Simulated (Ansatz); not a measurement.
Polymorphs of NiGe, each relaxed with the program Ansatz at the PBE level (PAW):

A: Pnma
a = 5.3776 Å, b = 3.4974 Å, c = 5.8402 Å, α = 90.00°, β = 90.00°, γ = 90.00°

```csv
atom,site,symmetry,x,y,z
Ni,4c,.m.,0.0058,0.2500,0.8091
Ge,4c,.m.,0.1902,0.2500,0.4116
```

B: CsCl type (Pm-3m)
a = b = c = 2.9769 Å, α = β = γ = 90.00°

| atom | site | symmetry | x | y | z |
|---|---|---|---|---|---|
| Ni | 1a | m-3m | 0.0000 | 0.0000 | 0.0000 |
| Ge | 1b | m-3m | 0.5000 | 0.5000 | 0.5000 |

### Question
Rank these by energy per atom at 0 K (lowest first), as PBE gives it.

### Answer
A (+0 meV/atom), B (+248 meV/atom)

Constructed cells (a structure type filled with these elements, in neither database checked): B. Began spin-polarised and lost the moments: B. All cells were relaxed under the symmetry of their starts (and spin orders); stability against distortions was not tested throughout. Named crystals with no word on spin ran without spin polarisation. Spin–orbit coupling is left out wherever it is not named.

Energies hold the estimated change up to a 700 eV cutoff; steps of a few meV lie near the error of the meshes.

Potentials: the earlier of the program's two PAW sets.
